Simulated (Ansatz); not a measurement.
## CrO2 — electric field gradients

The cell is a structure deposited in the COD whose atoms were relaxed with PBE, the cell held.

```cif
data_structure
_symmetry_space_group_name_H-M 'P 1'
_symmetry_Int_Tables_number 1
_cell_length_a 4.4210
_cell_length_b 4.4210
_cell_length_c 2.9170
_cell_angle_alpha 90.000
_cell_angle_beta 90.000
_cell_angle_gamma 90.000
_cell_volume 57.01
loop_
_atom_site_label
_atom_site_type_symbol
_atom_site_fract_x
_atom_site_fract_y
_atom_site_fract_z
_atom_site_occupancy
Cr1 Cr 0.00000 0.00000 0.00000 1
Cr2 Cr 0.50000 0.50000 0.50000 1
O3 O 0.30333 0.30333 0.00000 1
O4 O 0.19667 0.80333 0.50000 1
O5 O 0.69667 0.69667 0.00000 1
O6 O 0.80333 0.19667 0.50000 1
```

Sites (sets of like atoms) are named by element and the number of their first atom in this list.

Method: Kohn–Sham DFT in Ansatz, r2SCAN, plane waves and PAW, scalar-relativistic, collinear spin, 500 eV cutoff, Γ-centred 8×8×11 k-points, Fermi–Dirac smearing 0.05 eV. Start moments as typed (μB): 2 -2 0 0 0 0 by atom.

V_zz is the principal component of the electric field gradient with the largest magnitude, η = (V_xx − V_yy)/V_zz and C_Q = eQV_zz/h. ν_Q = 3|C_Q|/[2I(2I − 1)].

53Cr: I = 3/2, Q = -150.0 mb; 17O: I = 5/2, Q = -25.58 mb. Q values from Pyykkö, Mol. Phys. 116, 1328 (2018).

```json
{"site": "Cr", "atoms (order as listed)": "1, 2", "first shell": "6 O at 1.90–1.91 Å", "C_Q (MHz)": "20.2", "η": "0.34", "ν_Q (MHz)": "10.1"}
{"site": "O", "atoms (order as listed)": "3, 4, 5, 6", "first shell": "3 Cr at 1.90–1.91 Å", "C_Q (MHz)": "-1.46", "η": "0.45", "ν_Q (MHz)": "0.220"}
```

At this cell the principal stresses reach 5 GPa in size with r2SCAN, which can matter for small gradients. Runs of this kind can end above the lowest electronic state. The program didn't check the stability of this electronic state in full, so a lower one may lie near. With no gap above 0.1 eV, as in a metal, the gradients converge slowly in k; expect changes of a tenth or more on a denser mesh. Semilocal functionals can leave a metal where correlation in the d or f shell opens a gap in the real compound, and that would change the values at and beside Cr. The magnetic order is the one that the run reached from its start moments, not necessarily the measured one; the program found signs of a lower order.
